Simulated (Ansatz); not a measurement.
NbPd in space group R-3m (No. 166; Nb on 3a, Pd on 3b) at seven volumes, PBEsol in the plane-wave PAW code Ansatz, shape and atoms relaxed at each. One row is withheld.

```json
[
 {"V (Å³/atom)": "14.489", "P (GPa)": "?"},
 {"V (Å³/atom)": "14.967", "P (GPa)": "14.17"},
 {"V (Å³/atom)": "15.444", "P (GPa)": "6.50"},
 {"V (Å³/atom)": "15.922", "P (GPa)": "0.00"},
 {"V (Å³/atom)": "16.400", "P (GPa)": "-5.50"},
 {"V (Å³/atom)": "16.877", "P (GPa)": "-10.15"},
 {"V (Å³/atom)": "17.355", "P (GPa)": "-14.08"}
]
```

Task: Fit the shown pressures and predict the withheld one.

Result: Third-order Birch–Murnaghan: P = (3/2)B₀(x^(7/2) − x^(5/2))[1 + (3/4)(B′ − 4)(x − 1)] with x = (V₀/V)^(2/3). Least squares on the six rows gives V₀ = 15.922 Å³/atom, B₀ = 198.9 GPa, B′ = 4.57. At V = 14.489, x = 1.0649 and P = 23.28 GPa. The run itself gave 23.23 GPa.

The workflow started from a Materials Project entry (that database holds measured and hypothetical structures alike); the Crystallography Open Database copy checked does not list it. With Nb and Pd taken as one species the cell has the higher symmetry Fm-3m, so it may be an ordered model of a mixed-site phase. Its standing as an ambient phase is unchecked. The cell was relaxed with PBEsol under the symmetry of its start; whether a distortion lowers the energy is not shown. The run is not spin-polarised.

Potentials: the later of the program's two PAW sets.
